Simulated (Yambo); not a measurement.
How GW settings move the gap: HfS2

G0W0@PBEsol for HfS2 (CdI2 type, space group P-3m1, No. 164) in Yambo. Reference settings: 6×6×2 Γ-centred k mesh, bands 3 to 200 and a 7 Ry block in the screening, 200 bands in G with the Bruneval-Gonze terminator, plasmon pole fitted at 27.2 eV. The PBEsol gap Γ → L on this mesh is 0.78 eV; G0W0 gaps are taken between the same points.

```
change from the reference       G0W0 gap Γ → L (eV)  shift of the valence edge (eV)        rough Yambo cost
------------------------------  -------------------  ------------------------------  ----------------------
reference settings                             1.88                           -0.59                       1
128 bands in W, 128 bands in G                 1.90                           -0.49  within a factor of two
128 bands in G                                 1.89                           -0.57                       –
94 bands in W                                  1.91                           -0.43               about 1/2
2 Ry block                                     1.70                           -0.24  within a factor of two
pole fitted at 40 eV                           1.88                           -0.64                       –
no random integration                          1.87                           -0.55                       –
128 bands in G, no terminator                  1.91                           -0.32                       –
no terminator                                  1.89                           -0.47                       –
```

The reference isn't shown to be the converged limit. Costs are rough (shared machines), scaled to the same edge states, and given only for runs that recompute the screening.

Spin-orbit coupling is included.

Geometry relaxed with PBE+D3(BJ); primitive cell a = b = 3.6089 Å, c = 5.7581 Å, α = β = 90.00°, γ = 120.00°.

A shift is the quasiparticle energy of the state minus its PBEsol energy.
